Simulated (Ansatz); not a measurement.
Start of a relaxation of Li₃Ta₂O:

```cif
data_structure
_symmetry_space_group_name_H-M 'P 1'
_symmetry_Int_Tables_number 1
_cell_length_a 3.3721
_cell_length_b 3.3721
_cell_length_c 8.2896
_cell_angle_alpha 90.000
_cell_angle_beta 90.000
_cell_angle_gamma 120.000
_cell_volume 81.63
loop_
_atom_site_label
_atom_site_type_symbol
_atom_site_fract_x
_atom_site_fract_y
_atom_site_fract_z
_atom_site_occupancy
Li1 Li 0.00000 0.00000 0.50000 1
Li2 Li 0.33333 0.66667 0.15133 1
Li3 Li 0.66667 0.33333 0.84867 1
Ta1 Ta 0.33333 0.66667 0.67383 1
Ta2 Ta 0.66667 0.33333 0.32617 1
O1 O 0.00000 0.00000 0.00000 1
```

Level of theory: DFT PBE, scalar-relativistic, plane waves, PAW (Ansatz). Cutoff 420 eV, Gaussian smearing, Γ-centred meshes. Cell and atoms relax first on a coarse mesh and then on a finer one. In between, the cell is made exact in the group found at 0.06 Å. In metals the finer mesh still leaves noise of several meV/atom or more. The steps can't lower the symmetry of their start. No spin polarisation in the relaxation; trial moments died out in a coarse test.

A guess keeps its type if space group and coordination stay and the shape of the cell changes little (axis ratios within about 15 %, angles within 6°); the volume may change.

Question: Does it keep its structure type, or change into something else?

Answer: It doesn't keep its type. The symmetry stays P-3m1 (No. 164). The volume per atom grows by 11.3 %, from 13.6 to 15.1 Å³. The shortest distance goes from 2.32 Å (Li–O) to 1.85 Å (Li–O). The ratio c/a of the conventional cell changes by a factor of 1.90. Counting neighbours within 15 % of an atom's shortest distance, the start has Li 6, O 6, Ta 6 and the end Li 3/12, O 6, Ta 9. In detail, at the end around Li on a site of symmetry -3m lie 6 Li at 2.82 Å and 6 Ta at 3.08 Å; around Ta lie 6 Ta at 2.82 Å, 3 Li at 3.08 Å and 3 Li at 3.49 Å; around O lie 6 Li at 1.85 Å; 1 more site not described.

```
Li Ta O
1.0
     2.82273    0.00000    0.00000
    -1.41137    2.44456    0.00000
     0.00000    0.00000   13.16418
Li Ta O
3 2 1
Direct
  0.00000 0.00000 0.50000
  0.33333 0.66667 0.06714
  0.66667 0.33333 0.93286
  0.33333 0.66667 0.69882
  0.66667 0.33333 0.30118
  0.00000 0.00000 0.00000
```

Energies over the elements count from the elements' standard structures at the same level (O₂ as a molecule), with no fitted energy shifts.

Question: At what energy does it end?

Answer: −0.30 eV/atom. A negative formation energy is needed for stability but isn't enough: competing phases decide.

The last run used an 18×18×4 mesh (in the run's order of axes) for its 6-atom cell and Gaussian smearing of 0.10 eV. Spin–orbit coupling, which can matter for Ta, is left out. A structure relaxed within its symmetry needn't be a true minimum.

In counts of neighbours, a slash parts the counts of unlike sites.
